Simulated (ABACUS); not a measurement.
Consider a self-consistent single point of CdS (F-43m, 8 atoms in the cell; from Materials Project mp-2469, changed as shown).

```xyz
8
Lattice="5.7682 0.0000 0.0000 0.0000 5.7682 0.0000 0.0000 0.0000 5.7682" Properties=species:S:1:pos:R:3 pbc="T T T"
Cd     0.0000     0.0000     0.0000
Cd     0.0000     2.8841     2.8841
Cd     2.8841     0.0000     2.8841
Cd     2.8841     2.8841     0.0000
S      1.4420     1.4420     4.3261
S      1.4420     4.3261     1.4420
S      4.3261     1.4420     1.4420
S      4.3261     4.3261     4.3261
```

All values come from this method and carry its errors: PBE, numerical atomic orbitals SZP (confined pseudo-atomic orbitals with Gaussian additions; energy shift 0.01 Ry), PseudoDojo 0.5 standard norm-conserving PBE (tails mended) pseudopotentials (ABACUS).

ABACUS settings:

```
key                                                                   value
---------------  ----------------------------------------------------------
basis                   SZP numerical atomic orbitals, energy shift 0.01 Ry
KPT                                                       Gamma 6 6 6 0 0 0
basis_type                                                             lcao
ecutwfc                                                              100 Ry
smearing_method                                                          fd
smearing_sigma                                                0.00367493 Ry
potentials       PseudoDojo 0.5 standard norm-conserving PBE (tails mended)
symmetry                                                                  1
ks_solver                                                           genelpa
scf_nmax                                                                100
scf_thr                                                             1.0e-07
mixing_type                                                           pulay
```

Results:

- Number of valence electrons = 104
- Number of bands = 63
- Number of k-points after the program's reduction = 20
- Size of the basis = 116
- Number of SCF iterations = 8
- Free energy E − TS = -20283.9542 eV
- Top of the valence band (on the code's own zero) = 7.39 eV
- Gap on the k-point mesh = 1.53 eV
- Pressure = 6.64 GPa

Stress (GPa, positive for compression):
```
6.64  0.00  0.00
0.00  6.64  0.00
0.00  0.00  6.64
```

Gaps are taken between levels on the mesh.

For comparison: a first run was changed to give this one (lattice scaled by 0.98), and from it to this one the free energy rises by 39.4 meV/atom, the pressure goes from 1.99 to 6.64 GPa and the gap on the mesh goes from 1.329 to 1.535 eV.

The atom-centred basis is finite, which shifts total energies, pressures and gaps against plane waves. A single-zeta basis is rough, for pressures and forces above all. The structure comes from a collection of computed structures, made at another level of theory; the collection holds predicted forms beside known ones.

Cost on one core: around 17 core-seconds (rough).

The atomic orbitals were generated for these runs; they are not ABACUS's published sets and were checked against plane waves on a few crystals only.

“Tails mended”: in these copies of the files the far tail of each local potential was reset to the Coulomb form.
